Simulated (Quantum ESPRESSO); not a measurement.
# Computed records: Si$_{6}$BN (made-up cell)

Computed with Quantum ESPRESSO 7.5. Calculation on a made-up crystal cell, not a measurement: periodic Kohn-Sham density functional theory in plane waves with PseudoDojo standard norm-conserving scalar-relativistic pseudopotentials, each functional with its own files (v0.5 for PBE, v0.4.1 for LDA and PBEsol), no spin polarisation, no spin-orbit coupling, atoms not relaxed, stress positive in tension, energies less a fixed whole-eV offset for each atom's element; levels are Kohn-Sham levels at fractions of this cell's reciprocal vectors, counted from the reference band (half the neutral cell's valence electrons, rounded up) at Gamma; error bars cover cutoff and k-mesh only, not smearing or the files; added strain carries the atoms with the cell, and shear is the tensor component; each bar is the largest change over components, and at least 0.002 eV, 0.002 eV per angstrom or 0.02 GPa; energies are for the whole cell, and the offsets were chosen from early runs and are not element reference energies.

Common to all runs: lattice type zincblende/diamond; functional pbe; cutoff 1143 eV; fermi dirac smearing 0.1 eV; scf tolerance 1e-07 eV; electrons removed 0; k mesh 6 x 6 x 6, shifted by half a step.

(1) 
```cif
# cell vector a (Å): 5.5249 -0.0008 -0.0438
# cell vector b (Å): -0.0008 5.5001 0.0509
# cell vector c (Å): -0.0438 0.0509 5.5311
data_Si6BN
_symmetry_space_group_name_H-M 'P 1'
_symmetry_Int_Tables_number 1
_cell_length_a 5.5251
_cell_length_b 5.5003
_cell_length_c 5.5315
_cell_angle_alpha 88.942
_cell_angle_beta 90.908
_cell_angle_gamma 90.021
_cell_volume 168.05
loop_
_atom_site_label
_atom_site_type_symbol
_atom_site_fract_x
_atom_site_fract_y
_atom_site_fract_z
_atom_site_occupancy
Si1 Si 0.01106 0.99053 0.99967 1
Si2 Si 0.00422 0.49811 0.49774 1
N1 N 0.50804 0.00060 0.51095 1
Si3 Si 0.50121 0.48912 0.99831 1
B1 B 0.24177 0.24556 0.24301 1
Si4 Si 0.26734 0.74241 0.73810 1
Si5 Si 0.75476 0.24463 0.75312 1
Si6 Si 0.74202 0.74001 0.25124 1
_calc_free_energy_less_offsets 4.336  # eV
_calc_smearing_term_minus_ts -0.04514  # eV
_calc_scf_iterations 11
_calc_pressure -13.9  # GPa
_calc_stress_xx 13.85  # GPa
_calc_stress_yy 13.87  # GPa
_calc_stress_zz 13.99  # GPa
_calc_stress_yz 2.778  # GPa
_calc_stress_xz -3.113  # GPa
_calc_stress_xy 2.56  # GPa
_calc_fermi_level -0.04578  # eV
_calc_reference_band 16
_calc_error_bar_energy 0.005172  # eV
_calc_error_bar_stress 0.02457  # GPa
_calc_error_bar_force 0.005873  # eV/angstrom
_calc_error_bar_next_band_up 0.002  # eV
_calc_error_bar_fermi_level 0.01184  # eV
_calc_error_bars_from 'tighter rerun of a related cell'
```

Atoms:
| atoms element | atom site | atom energy offset (eV) |
| --- | --- | --- |
| Si | 1 | -115 |
| Si | 2 | -115 |
| N | 3 | -283 |
| Si | 4 | -115 |
| B | 5 | -79 |
| Si | 6 | -115 |
| Si | 7 | -115 |
| Si | 8 | -115 |

Forces:
| site | x (eV/Å) | y (eV/Å) | z (eV/Å) |
| --- | --- | --- | --- |
| 1 | 0.8321 | 0.6859 | 1.06 |
| 2 | 0.8794 | -1.242 | -1.025 |
| 3 | -0.03572 | -0.5104 | 0.1567 |
| 4 | -1.058 | -1.11 | 1.125 |
| 5 | -0.2906 | 0.4403 | -0.4488 |
| 6 | 0.5704 | 1.521 | -0.5917 |
| 7 | -0.7117 | -1.008 | -0.9515 |
| 8 | -0.1856 | 1.223 | 0.6744 |

Levels:
| level k point | next band up (eV) |
| --- | --- |
| Gamma | 0.03934 |
| (1/2,1/2,1/2) | -0.2494 |
| (0.15,0,0) | 0.02305 |
| (0,0.15,0) | -0.0004712 |
| (0,0,0.15) | 0.015 |

(2) 
```cif
# cell vector a (Å): 5.5249 -0.0008 -0.0438
# cell vector b (Å): -0.0008 5.5001 0.0509
# cell vector c (Å): -0.0438 0.0509 5.5311
data_Si6BN
_symmetry_space_group_name_H-M 'P 1'
_symmetry_Int_Tables_number 1
_cell_length_a 5.5251
_cell_length_b 5.5003
_cell_length_c 5.5315
_cell_angle_alpha 88.942
_cell_angle_beta 90.908
_cell_angle_gamma 90.021
_cell_volume 168.05
loop_
_atom_site_label
_atom_site_type_symbol
_atom_site_fract_x
_atom_site_fract_y
_atom_site_fract_z
_atom_site_occupancy
Si1 Si 0.01106 0.99053 0.99967 1
Si2 Si 0.00422 0.49811 0.49774 1
N1 N 0.50804 0.00060 0.51095 1
Si3 Si 0.50322 0.48912 0.99833 1
B1 B 0.24177 0.24556 0.24301 1
Si4 Si 0.26734 0.74241 0.73810 1
Si5 Si 0.75476 0.24463 0.75312 1
Si6 Si 0.74202 0.74001 0.25124 1
_calc_free_energy_less_offsets 4.348  # eV
_calc_smearing_term_minus_ts -0.04533  # eV
_calc_scf_iterations 11
_calc_pressure -13.88  # GPa
_calc_stress_xx 13.84  # GPa
_calc_stress_yy 13.84  # GPa
_calc_stress_zz 13.96  # GPa
_calc_stress_yz 2.701  # GPa
_calc_stress_xz -3.086  # GPa
_calc_stress_xy 2.537  # GPa
_calc_fermi_level -0.04267  # eV
_calc_reference_band 16
_calc_error_bar_energy 0.005172  # eV
_calc_error_bar_stress 0.02457  # GPa
_calc_error_bar_force 0.005873  # eV/angstrom
_calc_error_bar_next_band_up 0.002  # eV
_calc_error_bar_fermi_level 0.01184  # eV
_calc_error_bars_from 'tighter rerun of a related cell'
```

Atoms:
| atoms element | atom site | atom energy offset (eV) |
| --- | --- | --- |
| Si | 1 | -115 |
| Si | 2 | -115 |
| N | 3 | -283 |
| Si | 4 | -115 |
| B | 5 | -79 |
| Si | 6 | -115 |
| Si | 7 | -115 |
| Si | 8 | -115 |

Forces:
| site | x (eV/Å) | y (eV/Å) | z (eV/Å) |
| --- | --- | --- | --- |
| 1 | 0.8378 | 0.687 | 1.06 |
| 2 | 0.8847 | -1.241 | -1.026 |
| 3 | -0.04365 | -0.509 | 0.1559 |
| 4 | -1.174 | -1.084 | 1.095 |
| 5 | -0.2764 | 0.4389 | -0.4461 |
| 6 | 0.6027 | 1.494 | -0.5631 |
| 7 | -0.6785 | -1.032 | -0.9746 |
| 8 | -0.1524 | 1.247 | 0.7002 |

Levels:
| level k point | next band up (eV) |
| --- | --- |
| Gamma | 0.04949 |
| (1/2,1/2,1/2) | -0.2366 |
| (0.15,0,0) | 0.02378 |
| (0,0.15,0) | 0.002749 |
| (0,0,0.15) | 0.01915 |

(3) 
```cif
# cell vector a (Å): 5.5249 -0.0008 -0.0438
# cell vector b (Å): -0.0008 5.5001 0.0509
# cell vector c (Å): -0.0438 0.0509 5.5311
data_Si6BN
_symmetry_space_group_name_H-M 'P 1'
_symmetry_Int_Tables_number 1
_cell_length_a 5.5251
_cell_length_b 5.5003
_cell_length_c 5.5315
_cell_angle_alpha 88.942
_cell_angle_beta 90.908
_cell_angle_gamma 90.021
_cell_volume 168.05
loop_
_atom_site_label
_atom_site_type_symbol
_atom_site_fract_x
_atom_site_fract_y
_atom_site_fract_z
_atom_site_occupancy
Si1 Si 0.01106 0.99053 0.99967 1
Si2 Si 0.00422 0.49811 0.49774 1
N1 N 0.50804 0.00060 0.51095 1
Si3 Si 0.51056 0.48912 0.99838 1
B1 B 0.24177 0.24556 0.24301 1
Si4 Si 0.26734 0.74241 0.73810 1
Si5 Si 0.75476 0.24463 0.75312 1
Si6 Si 0.74202 0.74001 0.25124 1
_calc_free_energy_less_offsets 4.405  # eV
_calc_smearing_term_minus_ts -0.046  # eV
_calc_scf_iterations 11
_calc_pressure -13.78  # GPa
_calc_stress_xx 13.82  # GPa
_calc_stress_yy 13.7  # GPa
_calc_stress_zz 13.82  # GPa
_calc_stress_yz 2.415  # GPa
_calc_stress_xz -2.988  # GPa
_calc_stress_xy 2.453  # GPa
_calc_fermi_level -0.03493  # eV
_calc_reference_band 16
_calc_error_bar_energy 0.005172  # eV
_calc_error_bar_stress 0.02457  # GPa
_calc_error_bar_force 0.005873  # eV/angstrom
_calc_error_bar_next_band_up 0.002  # eV
_calc_error_bar_fermi_level 0.01184  # eV
_calc_error_bars_from 'tighter rerun of this cell'
```

Atoms:
| atoms element | atom site | atom energy offset (eV) |
| --- | --- | --- |
| Si | 1 | -115 |
| Si | 2 | -115 |
| N | 3 | -283 |
| Si | 4 | -115 |
| B | 5 | -79 |
| Si | 6 | -115 |
| Si | 7 | -115 |
| Si | 8 | -115 |

Forces:
| site | x (eV/Å) | y (eV/Å) | z (eV/Å) |
| --- | --- | --- | --- |
| 1 | 0.8588 | 0.6913 | 1.056 |
| 2 | 0.904 | -1.241 | -1.032 |
| 3 | -0.07254 | -0.5036 | 0.1533 |
| 4 | -1.596 | -0.9909 | 0.985 |
| 5 | -0.2286 | 0.4306 | -0.433 |
| 6 | 0.7188 | 1.4 | -0.4642 |
| 7 | -0.5545 | -1.125 | -1.065 |
| 8 | -0.03018 | 1.339 | 0.7999 |

Levels:
| level k point | next band up (eV) |
| --- | --- |
| Gamma | 0.08383 |
| (1/2,1/2,1/2) | -0.1923 |
| (0.15,0,0) | 0.02219 |
| (0,0.15,0) | 0.01672 |
| (0,0,0.15) | 0.03517 |
